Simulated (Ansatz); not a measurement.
Relaxing a structure of Ti2C

The start is a relaxed Ti2C cell, doubled along one cell vector, shaken by Gaussian noise of σ = 0.08 Å a coordinate. The structure is fully relaxed (lattice and positions, P = 0) with PBEsol (plane waves to 420 eV, PAW, scalar-relativistic; Ansatz, a quantum-chemistry and plane-wave program). The first steps use a coarse 4×8×8 k-mesh.

Input geometry:
```
Ti2C
1.0
    0.00000     5.21482     5.21482
    2.60741     0.00000     2.60741
    2.60741     2.60741     0.00000
C Ti
2 4
Cartesian
 -0.04314  -0.02009   0.00072
  0.06079   2.67751   2.41584
  1.24225   1.35821   1.36555
  1.26618   3.94713   3.85497
  3.73703   3.83571   4.02520
  3.89697   6.60872   6.50194
```

Q: Which atoms feel the largest initial force, and how large is it?

A: About 6.2 eV/Å, on Ti5 (atoms numbered as listed).

Q: How much energy is released per atom?

A: 0.19 eV/atom.

Q: How do the shortest distances between atoms change?

A: The closest pairs of elements (up to four, under 3.6 Å), start → end: C–Ti 1.87 → 2.26 Å; Ti–Ti 2.44 → 2.61 Å; C–C 3.48 → 3.69 Å.

Final values are on a 15×15×15 k-mesh of the relaxed cell. No spin polarisation in the result.

The relaxed structure here is a generated cell of Ti2C: the first start was made by placing the elements on the sites of a structure type, and the end was not matched to a known phase here, so it may be hypothetical.
